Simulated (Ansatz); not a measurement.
**TiO2: Ti-49 NMR of the central transition**

Cell: a Materials Project structure (computed, not necessarily an observed phase), atoms as given.

Space group Pbca (No. 61); a = 5.1491, b = 9.1942, c = 5.4591 Å.

| site | Wyckoff | site symmetry | x | y | z |
| --- | --- | --- | --- | --- | --- |
| Ti | 8c | 1 | 0.1379 | 0.3710 | 0.4026 |
| O9 | 8c | 1 | 0.4647 | 0.2697 | 0.3900 |
| O17 | 8c | 1 | 0.8166 | 0.0105 | 0.8512 |

One atom of each set is listed.

Method: Kohn–Sham DFT in Ansatz, r2SCAN, plane waves and PAW (field gradients read without the response of the frozen cores, which leaves them typically 4 to 6 % off), scalar-relativistic, 500 eV cutoff, Γ-centred 5×3×5 k-points, Fermi–Dirac smearing 0.02 eV.

Ti-49 has I = 7/2 and Q = 247.0 mb (Pyykkö 2018); at 21.1 T its Larmor frequency is ν₀ = 50.7 MHz. Only the quadrupole interaction is simulated: positions count from each site's isotropic chemical shift, and J coupling is left out, as are shift anisotropy and dipolar coupling, which fast spinning averages.

Problem. Simulate the second-order pattern (fast magic-angle spinning, Gaussian broadening 0.8 kHz) of site Ti (6 O at 1.87–2.05 Å).

Solution. The calculation gives C_Q = -10.6 MHz and η = 0.96, so ν_Q = 0.758 MHz and the centre of gravity lies at -146 ppm (-7.40 kHz).

```csv
offset (kHz),height
-17.23,0
-16.65,2
-16.06,10
-15.47,15
-14.88,17
-14.29,17
-13.70,18
-13.12,19
-12.53,20
-11.94,21
-11.35,23
-10.76,25
-10.18,27
-9.59,36
-9.00,63
-8.41,90
-7.82,100
-7.23,77
-6.65,59
-6.06,50
-5.47,44
-4.88,40
-4.29,36
-3.71,34
-3.12,32
-2.53,30
-1.94,28
-1.35,27
-0.76,25
-0.18,17
0.41,3
1.00,0
```

Hardware: 1 thread of Intel Xeon Platinum 8488C (Sapphire Rapids) (x86_64; 16 cores open to the job, memory cap 3.0 GiB, no GPU), a shared host with a load of 0.5 a core. Wall time 76 s, CPU time 76 s, peak memory 1.3 GiB.
